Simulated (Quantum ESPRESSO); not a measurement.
## Si7P (a curve over strain)

A calculation, not a measurement. The program is pw.x of Quantum ESPRESSO 7.5 (plane-wave density functional theory). The cell is made up: 8 atoms on a zincblende/diamond lattice, with randomly drawn elements, strain and displacements, not relaxed. PseudoDojo standard norm-conserving files (v0.5 for PBE, v0.4.1 for LDA and PBEsol) set the functional; there is no spin polarisation, spin-orbit coupling or dispersion term, and the masses in the input are unused placeholders. A spin-polarised start on this cell or one of its family kept no moment.

Seven runs add a strain to one cell (the same linear strain along x, y and z); the atoms follow the cell and are not relaxed. Stress in the table is positive in tension.

Input of the run at +0.0006:

```
&control calculation='scf', pseudo_dir='./dojo.nc.sr.pbe.v0_5.standard.upf', outdir='./o', disk_io='low', tprnfor=.true., tstress=.true. /
&system ibrav=0, nat=8, ntyp=2, nbnd=27, ecutwfc=44.02568797, nosym=.true., tot_charge=0,
 occupations='smearing', smearing='fd', degauss=0.0073498644
/
&electrons conv_thr=7.350e-09, electron_maxstep=60, /
ATOMIC_SPECIES
P 1.0 P.upf
Si 1.0 Si.upf
CELL_PARAMETERS angstrom
5.6006 0.0 0.0
0.0 5.6006 0.0
0.0 0.0 5.6006
ATOMIC_POSITIONS angstrom
Si 0.0274 0.0654 0.0391
Si -0.0459 2.8492 2.7259
Si 2.7801 0.0618 2.8863
P 2.8076 2.8285 -0.0157
Si 1.4542 1.4133 1.4101
Si 1.3678 4.2648 4.2553
Si 4.1926 1.4018 4.2006
Si 4.2232 4.1538 1.5054
K_POINTS automatic
6 6 6 1 1 1
```

| added strain | free energy less that of the input shown (eV) | stress xx (GPa) | stress yy (GPa) | stress zz (GPa) | stress xy (GPa) | pressure (GPa) | iterations |
| --- | --- | --- | --- | --- | --- | --- | --- |
| -0.0237 | -0.2885 | 0.98 | 1.16 | 1.19 | 1.73 | -1.11 | 10 |
| -0.0192 | -0.2654 | 2.04 | 2.21 | 2.22 | 1.65 | -2.16 | 10 |
| -0.0166 | -0.2454 | 2.62 | 2.78 | 2.79 | 1.59 | -2.73 | 10 |
| -0.0081 | -0.1472 | 4.33 | 4.48 | 4.47 | 1.44 | -4.42 | 10 |
| +0.0006 | 0.0000 | 5.83 | 5.97 | 5.95 | 1.30 | -5.92 | 10 |
| +0.0090 | 0.1823 | 7.08 | 7.20 | 7.17 | 1.17 | -7.15 | 10 |
| +0.0227 | 0.5544 | 8.74 | 8.84 | 8.80 | 0.98 | -8.79 | 10 |

A cubic fit gives a slope of stress xx against the added strain of 162 GPa at zero added strain, with the atoms clamped. Across the table the free energy follows the integral of the stress to within 0.3 meV. A rerun of one of the cells at 838 eV and a 8 x 8 x 8 mesh moved values by no more than 0.013 eV in energy, 0.13 GPa in stress and 0.017 eV/Å in force.